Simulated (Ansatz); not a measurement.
Level of theory: Ansatz 0.2.0, DFT PBE, scalar-relativistic, plane waves, PAW. All cells share a 420 eV cutoff and Γ-centred k meshes spaced at most about 0.3 Å⁻¹ (2π included). No spin polarisation in the final relaxations.

These are static total energies at zero pressure.

Compare these two cells of Ga3AsP2, each relaxed at this level.

A.

```
Ga P As
1.0
     3.93589    0.00000    0.00000
    -1.96794    3.40858    0.00000
     0.00000    0.00000   19.46994
Ga P As
6 4 2
Direct
  0.33333 0.66667 0.32996
  0.33333 0.66667 0.66665
  0.33333 0.66667 0.00347
  0.66667 0.33333 0.16665
  0.66667 0.33333 0.50347
  0.66667 0.33333 0.82996
  0.33333 0.66667 0.12631
  0.33333 0.66667 0.78988
  0.66667 0.33333 0.28988
  0.66667 0.33333 0.62631
  0.33333 0.66667 0.45773
  0.66667 0.33333 0.95773
```

B.

```
Ga P As
1.0
     3.94835    0.00000    0.00000
    -1.97418    3.41937    0.00000
     0.00000    0.00000    9.67704
Ga P As
3 2 1
Cartesian
  0.0000 0.0000 0.0680
  0.0000 2.2796 6.3865
  1.9742 1.1398 3.2255
  1.9742 1.1398 5.6145
  0.0000 0.0000 2.4506
  0.0000 2.2796 8.8668
```

Question: Which is lower in energy, and by how much?

Answer: B is lower, by 10 meV/atom. A has P and As ordered on wurtzite sites, space group P6_3mc (No. 186), 21.8 Å³/atom and a gap of 0.90 eV on its mesh; B has P and As ordered on zinc blende sites, space group P3m1 (No. 156), 21.8 Å³/atom and a gap of 0.94 eV. In A, around Ga on its first site lie 3 P at 2.40 Å and 1 As at 2.49 Å; around P on its first site lie 4 Ga at 2.39–2.40 Å; As has 4 Ga at 2.44–2.49 Å; 3 more sites not described. In B, Ga on its first site has 1 P at 2.38 Å and 3 As at 2.44 Å; P on its first site has 4 Ga at 2.39–2.41 Å; around As lie 4 Ga at 2.44–2.48 Å; 3 more sites not described. Both come from invented guesses.

Kohn–Sham gaps at this level usually fall short of measured ones. Cells relaxed within their symmetry can be saddle points.
